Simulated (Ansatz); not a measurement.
Gd (P63/mmc); parallel moments.

```
Gd
1.0
     0.00000    0.00000    5.78260
     3.63600    0.00000    0.00000
     0.00000    6.29774    0.00000
Gd
4
Direct
  0.25000 0.00000 0.33333
  0.25000 0.50000 0.83333
  0.75000 0.50000 0.16667
  0.75000 0.00000 0.66667
```

Geometry: a structure as deposited in COD, repeated to hold the magnetic orders; nothing is relaxed.

Functional, mesh and filling: PBEsol, 5×7×4 k mesh, Fermi–Dirac smearing of 0.05 eV. LAPW is all-electron LAPW in Ansatz 0.2.0. Site moments are integrated in spheres about the atoms. Start moments (μB): Gd1 7, Gd2 7, Gd3 7, Gd4 7.

The self-consistent cycle went as follows.

| iteration | Harris–Foulkes energy less the last (meV) | density residual (eV) | M (μB) | ∫|m| (μB) |
| --- | --- | --- | --- | --- |
| 1 | 495.677 | 7.6e-02 | 29.5430 | 29.5431 |
| 2 | 465.094 | 5.5e-02 | 29.8051 | 29.8051 |
| 3 | 76.676 | 6.6e-03 | 30.2906 | 30.2906 |
| 4 | 54.656 | 5.0e-03 | 30.4155 | 30.4155 |
| 5 | 13.259 | 1.8e-03 | 30.4602 | 30.4602 |
| 6 | 0.020 | 7.9e-05 | 30.5391 | 30.5392 |
| 7 | 0.007 | 1.6e-05 | 30.5453 | 30.5454 |
| 8 | 0.001 | 2.6e-06 | 30.5486 | 30.5487 |
| 9 | 0.001 | 3.3e-07 | 30.5507 | 30.5508 |
| 10 | 0.000 | 2.6e-08 | 30.5522 | 30.5522 |
| 11 | 0.000 | 4.3e-09 | 30.5527 | 30.5527 |
| 12 | 0.000 | 6.9e-10 | 30.5531 | 30.5531 |

Site moments (μB): Gd1 7.48, Gd2 7.48, Gd3 7.48, Gd4 7.48. Cell moment 30.55 μB.

The program warned that a lower magnetic state may exist. Without U a semilocal functional puts the f levels too near the Fermi level, which can change moments and the order of magnetic states; site and cell moments are spin moments. Spin–orbit coupling is left out although heavy atoms are present. With open f shells a run can end in a state that isn't the lowest. The state reached may lie above the lowest one, so it isn't offered as the ground state. None of this fixes the real material's magnetic order: only patterns that fit the cell were computed, at zero temperature, with a functional that can overstate moments.
